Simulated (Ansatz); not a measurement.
The relaxed structure here is a generated cell of WC: the first start was made by placing the elements on the sites of a structure type, and the end was not matched to a known phase here, so it may be hypothetical. Known forms of WC include space group No. 187.

One stationary structure of WC. Space group I4₁md (No. 109). Method: PBE (plane waves to 420 eV, PAW, scalar-relativistic; Ansatz, an electronic-structure program).

```cif
data_C2W2
_chemical_formula_sum 'W2 C2'
_space_group_name_H-M_alt 'P 1'
_space_group_IT_number 1
_cell_length_a 5.45507
_cell_length_b 5.45507
_cell_length_c 5.45507
_cell_angle_alpha 149.347
_cell_angle_beta 149.347
_cell_angle_gamma 43.900
loop_
_space_group_symop_operation_xyz
  'x, y, z'
loop_
_atom_site_label
_atom_site_type_symbol
_atom_site_fract_x
_atom_site_fract_y
_atom_site_fract_z
_atom_site_occupancy
W1 W 0.99928 0.99928 0.00000 1
W2 W 0.74928 0.24928 0.50000 1
C1 C 0.41672 0.41672 0.00000 1
C2 C 0.16672 0.66672 0.50000 1
```

For WC, the volume per atom comes out as 10.52 Å³ and the band gap comes out as no gap (metallic). The shortest distances is C–W 2.20 Å; W–W 2.88 Å; C–C 2.88 Å. The k-mesh is 23×23×23.

Band energies at high-symmetry points (eV from the Fermi level; labels of this space group; no spin-orbit coupling), from −5 eV up to 2.6 eV:

| point | energies |
|---|---|
| Γ | -4.59 -3.59 -3.39 -2.89 -2.89 -1.98 -1.98 1.93 |
| X | -3.38 -3.38 -0.68 -0.68 |
| P | -3.74 -3.74 -0.52 -0.52 |
| N | -4.29 -4.11 -3.18 -2.70 -2.21 -0.68 0.35 2.14 |
| M | -4.16 -4.16 -3.81 -3.81 -0.48 -0.48 2.35 2.35 |
| S | -4.25 -3.87 -3.23 -3.16 -2.09 -0.34 0.06 |
| S0 | -4.25 -3.87 -3.23 -3.16 -2.09 -0.34 0.06 |
| R | -3.35 -3.35 -0.76 -0.76 |

No spin polarisation in the result.

The run could not lose the symmetry of its start, so the end can be a saddle point.
